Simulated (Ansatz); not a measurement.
Input, command and steps of an Ansatz relaxation.

```yaml
crystal:
  lattice:
    - [0.0, 4.1751985093, 4.1751985093]
    - [4.1751985093, 0.0, 4.1751985093]
    - [4.1751985093, 4.1751985093, 0.0]
  atoms:
    - { symbol: Ti, position: [0.8596069594, 0.3801310135, 0.3801310135] }
    - { symbol: Ti, position: [0.3801310135, 0.3801310135, 0.3801310135] }
    - { symbol: Ti, position: [0.3801310135, 0.3801310135, 0.8596069594] }
    - { symbol: Ti, position: [0.8698689865, 0.3903930406, 0.8698689865] }
    - { symbol: Ti, position: [0.8698689865, 0.8698689865, 0.8698689865] }
    - { symbol: Ti, position: [0.3903930406, 0.8698689865, 0.8698689865] }
    - { symbol: Ti, position: [0.8698689865, 0.8698689865, 0.3903930406] }
    - { symbol: Ti, position: [0.3801310135, 0.8596069594, 0.3801310135] }
    - { symbol: C, position: [0.625, 0.625, 0.625] }
    - { symbol: C, position: [0.125, 0.625, 0.625] }
    - { symbol: C, position: [0.625, 0.625, 0.125] }
    - { symbol: C, position: [0.625, 0.125, 0.625] }
basis:
  ecutwfc: 420
kpoints:
  mp_grid: { grid: [8, 8, 8] }
hamiltonian:
  xc: pbesol
scf:
  occupations: { method: gaussian, width: 0.1 }
output:
  forces: true
  stress: true
  eigenvalues: true
relax:
  adjacent_minimum: "off"
  f_tol: 0.008
  max_steps: 50
  cell: { stress_tol: 0.08, p_target: 12.0 }
```

```bash
ansatz run input.yaml --threads 2 --pin off --max-ram 5120MiB --backend cpu --events-out ev --progress --plain --runs-dir out
```

Method: DFT PBEsol, scalar-relativistic, plane waves, PAW (Ansatz).

Of 5 frames 4 are shown, positions in Å and forces in eV/Å; the SCF threshold varies from step to step. Steps run on the plane waves of an earlier cell, with a Pulay correction in the pressure. The basis is chosen afresh for the last frame, the zero of the energies, and at times for earlier ones too; energy and pressure step there, also at an unchanged geometry. The relaxation lowers the enthalpy F + PV at the target pressure, so the free energy itself can rise.

```xyz
12
Lattice="0.0000 4.1752 4.1752 4.1752 0.0000 4.1752 4.1752 4.1752 0.0000" Properties=species:S:1:pos:R:3:forces:R:3 pbc="T T T" step=1 free_energy_over_end_meV_per_atom=4.97 pressure_GPa=14.43
Ti    3.1742    5.1762    5.1762   -0.3261    0.3261    0.3261
Ti    3.1742    3.1742    3.1742   -0.3261   -0.3261   -0.3261
Ti    5.1762    5.1762    3.1742    0.3261    0.3261   -0.3261
Ti    5.2618    7.2638    5.2618   -0.3261    0.3261   -0.3261
Ti    7.2638    7.2638    7.2638    0.3261    0.3261    0.3261
Ti    7.2638    5.2618    5.2618    0.3261   -0.3261   -0.3261
Ti    5.2618    5.2618    7.2638   -0.3261   -0.3261    0.3261
Ti    5.1762    3.1742    5.1762    0.3261   -0.3261    0.3261
C     5.2190    5.2190    5.2190    0.0000    0.0000    0.0000
C     5.2190    3.1314    3.1314    0.0000    0.0000    0.0000
C     3.1314    3.1314    5.2190    0.0000    0.0000    0.0000
C     3.1314    5.2190    3.1314    0.0000    0.0000    0.0000
12
Lattice="0.0000 4.1495 4.1495 4.1495 0.0000 4.1495 4.1495 4.1495 0.0000" Properties=species:S:1:pos:R:3:forces:R:3 pbc="T T T" step=2 free_energy_over_end_meV_per_atom=21.32 pressure_GPa=15.07
Ti    3.1330    5.1661    5.1661    0.1314   -0.1314   -0.1314
Ti    3.1330    3.1330    3.1330    0.1314    0.1314    0.1314
Ti    5.1661    5.1661    3.1330   -0.1314   -0.1314    0.1314
Ti    5.2077    7.2408    5.2077    0.1314   -0.1314    0.1314
Ti    7.2408    7.2408    7.2408   -0.1314   -0.1314   -0.1314
Ti    7.2408    5.2077    5.2077   -0.1314    0.1314    0.1314
Ti    5.2077    5.2077    7.2408    0.1314    0.1314   -0.1314
Ti    5.1661    3.1330    5.1661   -0.1314    0.1314   -0.1314
C     5.1869    5.1869    5.1869    0.0000    0.0000    0.0000
C     5.1869    3.1121    3.1121    0.0000    0.0000    0.0000
C     3.1121    3.1121    5.1869    0.0000    0.0000    0.0000
C     3.1121    5.1869    3.1121    0.0000    0.0000    0.0000
12
Lattice="0.0000 4.1815 4.1815 4.1815 0.0000 4.1815 4.1815 4.1815 0.0000" Properties=species:S:1:pos:R:3:forces:R:3 pbc="T T T" step=3 free_energy_over_end_meV_per_atom=-2.66 pressure_GPa=11.05
Ti    3.1668    5.1961    5.1961    0.0423   -0.0423   -0.0423
Ti    3.1668    3.1668    3.1668    0.0423    0.0423    0.0423
Ti    5.1961    5.1961    3.1668   -0.0423   -0.0423    0.0423
Ti    5.2576    7.2868    5.2576    0.0423   -0.0423    0.0423
Ti    7.2868    7.2868    7.2868   -0.0423   -0.0423   -0.0423
Ti    7.2868    5.2576    5.2576   -0.0423    0.0423    0.0423
Ti    5.2576    5.2576    7.2868    0.0423    0.0423   -0.0423
Ti    5.1961    3.1668    5.1961   -0.0423    0.0423   -0.0423
C     5.2268    5.2268    5.2268    0.0000    0.0000    0.0000
C     5.2268    3.1361    3.1361    0.0000    0.0000    0.0000
C     3.1361    3.1361    5.2268    0.0000    0.0000    0.0000
C     3.1361    5.2268    3.1361    0.0000    0.0000    0.0000
12
Lattice="0.0000 4.1771 4.1771 4.1771 0.0000 4.1771 4.1771 4.1771 0.0000" Properties=species:S:1:pos:R:3:forces:R:3 pbc="T T T" step=5 free_energy_over_end_meV_per_atom=0.00 pressure_GPa=11.94
Ti    3.1642    5.1899    5.1899    0.0033   -0.0033   -0.0033
Ti    3.1642    3.1642    3.1642    0.0033    0.0033    0.0033
Ti    5.1899    5.1899    3.1642   -0.0033   -0.0033    0.0033
Ti    5.2528    7.2785    5.2528    0.0033   -0.0033    0.0033
Ti    7.2785    7.2785    7.2785   -0.0033   -0.0033   -0.0033
Ti    7.2785    5.2528    5.2528   -0.0033    0.0033    0.0033
Ti    5.2528    5.2528    7.2785    0.0033    0.0033   -0.0033
Ti    5.1899    3.1642    5.1899   -0.0033    0.0033   -0.0033
C     5.2214    5.2214    5.2214    0.0000    0.0000    0.0000
C     5.2214    3.1328    3.1328    0.0000    0.0000    0.0000
C     3.1328    3.1328    5.2214    0.0000    0.0000    0.0000
C     3.1328    5.2214    3.1328    0.0000    0.0000    0.0000
```

It took 2.3 min on 2 threads of Intel(R) Xeon(R) Processor @ 2.50GHz (Skylake/Cascade Lake) (shared host), peak memory 0.64 GiB.